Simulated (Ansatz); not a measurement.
ZrO2 (anatase, I4_1/amd), r²SCAN (plane waves, PAW; program Ansatz), all energies at zero smearing, with the estimated change up to a 700 eV cutoff added, with one set of potentials and settings (totals compare only within such a set). Cell of 6 atoms (2 Zr, 4 O): -10676.193 eV.

```json
[
 {"element": "Zr", "reference phase": "P6_3/mmc, 2 atoms in the cell", "E (eV/atom)": "-4195.0260"},
 {"element": "O", "reference phase": "C2/m, 4 atoms in the cell, spin-polarised", "E (eV/atom)": "-566.0281"}
]
```

Formation energy per atom, worked out: (-10676.193 − 2×(-4195.0260) − 4×(-566.0281))/6 = -3.671 eV/atom (-354 kJ per mol of atoms), at 0 K, without zero-point energy or fitted corrections.

The first step of the workflow began from a Materials Project structure, measured or hypothetical; the Crystallography Open Database copy checked does not list it. It is not the phase usual at ambient conditions (space group No. 14). The r²SCAN relaxation kept the symmetry of its start; whether a distortion lowers the energy is not shown. No spin polarisation was allowed. The references are the lowest solids computed at this level, not always the standard phases (solids in place of the gases).

Potentials: the later of the program's two PAW sets.
